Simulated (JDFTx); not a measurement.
System: WSi2(101) (I4/mmm bulk; lattice of mp-1620, not re-optimised at this level), 1x1 cell of 9 atoms in 9 planes (Si outermost, slab composition W3Si6), area 13.56 Å² a face, 7.7 Å between the outermost planes in a cell 23.9 Å high; k mesh 8×8×1, Fermi width 0.01 Ha, no spin polarisation. Whether this polymorph is the ambient one wasn't checked.

Final geometry:
```
WSi2(101)
1.0
    3.2147     0.0000     0.0000
   -1.6074     4.2192     0.0000
    0.0000     0.0000    23.9000
Si W
6 3
Cartesian
  1.6074   3.1397   8.0815
  0.0000   2.4823   9.9734
  0.0000   0.1016  10.9543
  0.0000   3.7070  12.9457
  0.0000   1.3263  13.9266
  1.6074   0.6689  15.8185
  1.6074   0.7132   9.0448
  1.6074   1.9043  11.9500
  1.6074   3.0954  14.8552
```

Method: PBE, GBRV ultrasoft potentials, plane waves to 20/100 Ha, in JDFTx (a modified build). Liquid on both sides: CANDLE, water, 2 M NaCl; nuclei fixed, outer atoms relaxed in vacuum. Potentials are on the SHE scale by the convention U = −μ/e − 4.44 V; references calibrated for a solvation model differ from this value. Ideal, unreconstructed faces without any overlayer. At negative charge CANDLE's numbers also depend on the cell height, by up to tenths of a volt.

```tsv
U (V vs SHE)	μ (eV)	excess electrons per cell	σ (μC/cm², per face)	run
-0.65	-3.79	0.472	-27.9	fixed potential
-0.25	-4.19	0.279	-16.5	fixed potential
0.10	-4.54	0.039	-2.3	fixed potential
0.25	-4.69	0.000	0.0	neutral
0.55	-4.99	…	…	fixed potential
…	…	-0.068	4.0	fixed charge
1.15	-5.59	-0.203	12.0	fixed potential
```

**Question.** Fill in the missing entries, row by row.

**Answer.** 
- 0.55, excess electrons per cell: -0.064
- 0.55, σ (μC/cm², per face): 3.8
- row 6, U (V vs SHE): 0.57
- 0.57, μ (eV): -5.01
